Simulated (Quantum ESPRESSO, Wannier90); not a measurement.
**BaTiO3 (Amm2), plane waves to Wannier functions**

```
BaTiO3
1.0
    3.98333     0.00000     0.00000
    0.00000     2.86259     2.87534
    0.00000    -2.86259     2.87534
Ba Ti O
1 1 3
Direct
  0.00000   0.00341   0.00341
  0.50000   0.51850   0.51850
  0.50000   0.97843   0.49135
  0.50000   0.49135   0.97843
  0.00000   0.48820   0.48820
```

Structure: Materials Project mp-5777, symmetrised, not relaxed again. COD (Crystallography Open Database) has the formula in 5 space groups, this one among them (matched by group alone). Method: LDA plane waves in Quantum ESPRESSO 7.5 (PseudoDojo norm-conserving files, 68 Ry, no spin polarisation, no spin-orbit coupling), Bloch states on a 8×8×8 mesh through Γ, Wannier90 4.0.1. Density: 8×8×8 mesh, cold smearing 0.01 Ry. Spin-orbit coupling is left out although heavy elements are present.

Base run: 14 functions from bands 12-38 of the 38 computed, start hydrogen-like Ti: d; O: p, centres 0.05 Å off the atoms, frozen window up to 3.63 eV relative to the valence-band maximum, outer window open. One thing is changed at a time; window edges are relative to the valence-band maximum. The misfit compares interpolated bands with pw.x on a high-symmetry path, for states up to 3.1 eV relative to the valence-band maximum. Converged means that the tolerances were met: symmetric starts can stop on a saddle, which shows as a larger Ω_OD at equal Ω_I and can move the misfit too.

```tsv
setting	functions	frozen to (eV)	Ω_I (Å²)	Ω_D (Å²)	Ω_OD (Å²)	rms misfit (meV)	worst (meV)	ended
base	14	3.63	14.47	0.00	0.30	0.2	1.4	converged
frozen window to 4.63 eV	14	4.63	14.62	0.00	0.32	0.2	0.9	converged
frozen window to 2.63 eV	14	2.63	14.01	0.00	0.25	8.4	159	converged
frozen window to 1.63 eV	14	1.63	13.78	0.00	0.21	59	273	converged
no frozen window	14	none	10.78	0.00	0.13	466	1091	converged
outer window to 7.97 eV	14	3.63	15.96	0.01	0.45	0.6	6.6	converged
outer window to 6.67 eV	14	3.63	–	–	–	–	–	stops: too few bands in the window
```
